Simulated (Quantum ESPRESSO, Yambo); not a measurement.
AgI (zinc blende, space group F-43m, No. 216): one geometry, one set of LDA (Quantum ESPRESSO, PseudoDojo norm-conserving, 86 Ry, scalar-relativistic) orbitals, self-energies from Yambo (4×4×4 Γ-centred k mesh, bands 5 to 129 and a 8 Ry block in the screening, 129 bands in G with the Bruneval-Gonze terminator, plasmon pole fitted at 27.2 eV).

| level | gap Γ → Γ (eV) |
|---|---|
| LDA (Quantum ESPRESSO) | 1.05 |
| exchange only (Hartree-Fock self-energy on LDA orbitals) | 8.72 |
| static COHSEX@LDA | ___ |
| G0W0@LDA, plasmon pole | ___ |

**Question.** Fill in the missing entries.

**Answer.** 
- static COHSEX@LDA, gap Γ → Γ (eV): 2.82
- G0W0@LDA, plasmon pole, gap Γ → Γ (eV): 2.36

Bare exchange has no screening and gives the widest gap; static COHSEX screens it but leaves out the frequency dependence, which G0W0 restores.

Nearest settings tried, and what they do to the gap: 81 bands in W, 81 bands in G: +3 meV; 3 Ry block (51 vectors against 181): -91 meV. Not varied: mesh. So the settings aren't converged at that level.

Spin-orbit coupling is not included.

Geometry relaxed with LDA; primitive cell a = b = c = 4.4860 Å, α = β = γ = 60.00°.
